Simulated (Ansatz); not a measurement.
**CdF2: checking dH/dP = V**

All numbers below come from Ansatz 0.2.0, DFT r2SCAN, scalar-relativistic, plane waves, PAW. Run with 500 eV cutoff, 8×8×8 k-mesh, Gaussian smearing of 0.02 eV, no spin polarisation.

Starting point, cell and atoms relaxed:

```yaml
crystal:
  lattice:
    - [0.00000, 2.69400, 2.69400]
    - [2.69400, 0.00000, 2.69400]
    - [2.69400, 2.69400, 0.00000]
  atoms:
    - { symbol: Cd, position: [0.00000, 0.00000, 0.00000] }
    - { symbol: F, position: [0.25000, 0.25000, 0.25000] }
    - { symbol: F, position: [0.75000, 0.75000, 0.75000] }
```

Cell and atoms were relaxed at each target pressure within the start's symmetry (Fm-3m), at zero temperature; other phases can be more stable under pressure. H = E + PV with P the target; E is the free energy at the smearing used, whose derivative the pressure is, per atom and counted from zero pressure.

```csv
P (GPa),V (Å³/atom),E − E0 (meV),H − H0 (meV)
0,13.035,0.0,0.0
3,12.716,2.9,241.0
8,12.265,18.2,630.6
15,11.758,54.1,1154.9
30,10.948,165.4,2215.3
60,9.904,450.3,4159.3
```

Q: Thermodynamics gives dH/dP = V along a relaxed path. Integrate V over P by the trapezoid rule and compare with the computed enthalpies.

A: With 1 eV/Å³ = 160.22 GPa, each step adds the mean volume times ΔP / 160.22:
```
P (GPa)  ∫V dP (meV) H − H0 (meV) difference (meV)
      3        241.1         241.0               0.1
      8        630.9         630.6               0.3
     15       1155.7        1154.9               0.8
     30       2218.5        2215.3               3.2
     60       4170.7        4159.3              11.4
```

V(P) curves upward, so the trapezoid rule runs high; integrating a smooth curve through the same points (P as a polynomial of degree 4 in ln V) puts that excess at about 11.3 meV at 60 GPa, against the 11.4 meV found.

Q: At 60 GPa, how much of the enthalpy change is stored energy and how much is the PV term?

A: E rises by 450 meV/atom and PV is 60 × 9.904 / 160.22 = 3709 meV/atom, so PV makes 89 % of ΔH. So between rival structures at high pressure a small difference in volume can outweigh the difference in energy: 1 % of this volume is worth 37.1 meV/atom at this pressure.

Q: What bulk modulus do the lowest pressures give?

A: From the pressures that the runs reached, -2.99 GPa (13.413 Å³) and 3.00 GPa (12.716 Å³), B = −ΔP/Δln V = 5.99 / 0.0534 = 112 GPa, a mean over that range.

Q: The gap is 3.689 eV at -2.99 GPa and 3.886 eV at 3.00 GPa. What pressure coefficient and volume deformation potential follow?

A: dE_g/dP = 32.9 meV/GPa, and a_V = dE_g/d ln V = −B dE_g/dP = -3.70 eV. A gap that opens under pressure, with a_V of several eV below zero, is what an s-like antibonding conduction edge gives, since compression pushes it up. If the edges move to other points of the zone within the range, this is a mean of two slopes. Gaps are generalised Kohn–Sham gaps over the whole zone.